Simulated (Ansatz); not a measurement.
InSe (beta-GaS type, space group P6_3/mmc)

```yaml
crystal:
  lattice:
    - [4.03209, 0.00000, 0.00000]
    - [-2.01605, 3.49190, 0.00000]
    - [0.00000, 0.00000, 16.76410]
  atoms:
    - { symbol: In, position: [0.33333, 0.66667, 0.66668] }
    - { symbol: In, position: [0.66667, 0.33333, 0.16668] }
    - { symbol: In, position: [0.66667, 0.33333, 0.33332] }
    - { symbol: In, position: [0.33333, 0.66667, 0.83332] }
    - { symbol: Se, position: [0.33333, 0.66667, 0.08992] }
    - { symbol: Se, position: [0.66667, 0.33333, 0.58992] }
    - { symbol: Se, position: [0.66667, 0.33333, 0.91008] }
    - { symbol: Se, position: [0.33333, 0.66667, 0.41008] }
```

This relaxed cell (volume V₀) is scaled evenly in all directions, its shape held. The atoms relax within the cell's symmetry.

These are PBE-D3(BJ) (plane waves to 420 eV, PAW, scalar-relativistic; Ansatz, a quantum-chemistry and plane-wave program) values and carry that method's errors. k mesh 9×9×2 (Γ-centred), Fermi-Dirac smearing 0.05 eV. The energy includes the smearing's −TS. Compression counts positive. With the shape held, the modulus is that of even scaling; a crystal free to change shape is softer. InSe was relaxed with its symmetry unable to fall. ΔE is measured from the relaxed starting cell.

```
V (Å³/atom)  ΔE (meV/atom)
-----------  -------------
26.554                32.7
27.291                17.3
28.029                 7.2
28.766                 1.7
29.504                 0.0
30.242                 1.5
30.979                 5.7
31.717                12.2
32.454            withheld
```

Q: Fit a third-order Birch-Murnaghan form (E₀, V₀, B₀, B₀′ free) to the given rows and predict ΔE at V = 32.454.

A: Least squares on the 8 given rows: ΔE = E₀ + (9V₀B₀/16)·y²·[2 + (B₀′ − 4)y], y = (V₀/V)^(2/3) − 1, with V₀ = 29.506 Å³/atom, B₀ = 27.87 GPa (160.2 GPa = 1 eV/Å³; the term in eV is multiplied by 1000), B₀′ = 5.90, E₀ = -0.01 meV/atom; root-mean-square residual 0.01 meV/atom. At 32.454 the fit gives 20.6 meV/atom; the calculation gives 20.6 meV/atom, the same to the digits shown. For the pressure the fit gives -2.00 GPa against the computed -2.01 GPa.

(A scan under strain: stresses follow from slopes of the energy per volume, elastic moduli from its curvatures.)
